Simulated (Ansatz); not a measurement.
## Sr2FeO3F: which magnetic order is lowest?

```yaml
crystal:
  lattice:
    - [3.86440, 0.00000, 0.00000]
    - [0.00000, 3.86440, 0.00000]
    - [0.00000, 0.00000, 13.16780]
  atoms:
    - { symbol: Sr, position: [0.50000, 0.00000, 0.12190] }
    - { symbol: Sr, position: [0.00000, 0.50000, 0.87810] }
    - { symbol: Sr, position: [0.50000, 0.00000, 0.39498] }
    - { symbol: Sr, position: [0.00000, 0.50000, 0.60502] }
    - { symbol: Fe, position: [0.00000, 0.50000, 0.27216] }
    - { symbol: Fe, position: [0.50000, 0.00000, 0.72784] }
    - { symbol: O, position: [0.50000, 0.50000, 0.24610] }
    - { symbol: O, position: [0.00000, 0.00000, 0.24610] }
    - { symbol: O, position: [0.00000, 0.00000, 0.75390] }
    - { symbol: O, position: [0.50000, 0.50000, 0.75390] }
    - { symbol: O, position: [0.00000, 0.50000, 0.41880] }
    - { symbol: O, position: [0.50000, 0.00000, 0.58120] }
    - { symbol: F, position: [0.00000, 0.50000, 0.06740] }
    - { symbol: F, position: [0.50000, 0.00000, 0.93260] }
```

Method: r2SCAN with U_eff = 3.1 eV on Fe d (all-electron-ortho-atomic projectors) in Ansatz 0.2.0, PAW datasets, plane waves to 500 eV, 7×7×2 Γ-centred mesh, fermi-dirac occupations of width 0.050 eV. The atoms are fixed and numbered as listed; spin is collinear, without spin-orbit coupling.

The cycle has several fixed points for this cell. Moments (μB):

```csv
state,Fe5,Fe6,other atoms together,size of the net moment a cell
A,3.90,-3.90,0.00,0.00
B,3.90,3.90,1.29,10.00
C,0.00,0.00,0.00,0.00
```

Site moments are taken in small spheres that don't touch (radius about 0.4 of the atom's shortest bond), so those of the magnetic atoms read low, and they needn't add up to the net moment. State C was run without spin polarisation.

Problem. Which state has the lowest energy at zero smearing, and how far up are the others?

Solution. State A (antiparallel, compensated) comes first by a margin too small to trust; B (parallel moments) lies 0.2 meV above it, C (without moments) lies 395 meV above it, all counted an atom of the cell. The two lowest differ by only 1.1 meV for each atom with a column above, which mesh or functional could overturn.

Problem. Which states have a gap on the mesh, and what pressure does each exert on this cell?

Solution. A: gap 0.90 eV, 0.7 GPa; B: gap 0.89 eV, 0.7 GPa; C: no gap, -7.3 GPa (positive in compression). Moments take up room: without them the pressure is lower, so that state wants a smaller cell.

Problem. What does magnetism gain here?

Solution. 395 meV an atom of the cell, or 2768 meV for each Fe atom, against state C, which has none. A run without spin would miss this and give wrong energies and forces. That state isn't the paramagnet, which keeps its moments, so this is no ordering energy, and a U raises it further by its penalty on part-filled orbitals.

The cell is that of a Crystallography Open Database entry, unchanged.

Caveats: only orders that fit this cell and collinear spins were tried, so the true order may need a larger cell or canted moments; atoms and cell are not relaxed, and each state would relax in its own way; the U is a value in common use, not computed for this crystal; the k mesh is coarse, so differences of a few meV are uncertain where a state is a metal; one start a pattern, so a lower state of the same pattern may exist; the nearest magnetic pairs stand parallel in every state found, so their coupling isn't measured.
